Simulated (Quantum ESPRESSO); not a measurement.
pw.x input (Quantum ESPRESSO 7.5; PBE, PseudoDojo standard norm-conserving files, scalar-relativistic):

```
&CONTROL
  calculation = 'scf'
  pseudo_dir = './pseudo'
  outdir = './out'
  tprnfor = .true.
  tstress = .true.
/
&SYSTEM
  ibrav = 0
  nat = 4
  ntyp = 2
  ecutwfc = 84.0
  ecutrho = 336.0
  occupations = 'smearing'
  smearing = 'fd'
  degauss = 0.002
  nbnd = 12
/
&ELECTRONS
  conv_thr = 4e-10
/
ATOMIC_SPECIES
B 10.8100 B.upf
N 14.0070 N.upf
CELL_PARAMETERS angstrom
  2.512429911000   0.000000000000   0.000000000000
 -1.256214956000   2.175828128000   0.000000000000
  0.000000000000   0.000000000000   7.707260000000
ATOMIC_POSITIONS crystal
B   0.333333333000   0.666666667000   0.250000000000
B   0.666666667000   0.333333333000   0.750000000000
N   0.333333333000   0.666666667000   0.750000000000
N   0.666666667000   0.333333333000   0.250000000000
K_POINTS automatic
12 12 4 0 0 0
```

End of the output:

```
     total energy              =     -53.63349527 Ry
     estimated scf accuracy    <          3.9E-09 Ry
[...]
     the Fermi energy is     4.9677 ev
!    total energy              =     -53.63349527 Ry
     estimated scf accuracy    <          5.2E-12 Ry
     smearing contrib. (-TS)   =       0.00000000 Ry
     internal energy E=F+TS    =     -53.63349527 Ry
     The total energy is F=E-TS. E is the sum of the following terms:
     one-electron contribution =     -28.01488571 Ry
     hartree contribution      =      21.52258635 Ry
     xc contribution           =     -17.30855801 Ry
     ewald contribution        =     -29.83263790 Ry
     convergence has been achieved in  11 iterations
     Forces acting on atoms (cartesian axes, Ry/au):
     atom    1 type  1   force =     0.00000000    0.00000000    0.00000000
     atom    2 type  1   force =     0.00000000    0.00000000   -0.00000000
     atom    3 type  2   force =     0.00000000    0.00000000    0.00000000
     atom    4 type  2   force =     0.00000000    0.00000000   -0.00000000
     Total force =     0.000000     Total SCF correction =     0.000000
     Computing stress (Cartesian axis) and pressure
          total   stress  (Ry/bohr**3)                   (kbar)     P=       -2.00
  -0.00003270  -0.00000000   0.00000000           -4.81       -0.00        0.00
  -0.00000000  -0.00003270   0.00000000           -0.00       -4.81        0.00
   0.00000000   0.00000000   0.00002470            0.00        0.00        3.63
```
In a gapped system the printed Fermi energy is only some level inside the gap.

Geometry of the Materials Project entry, not relaxed at this level.
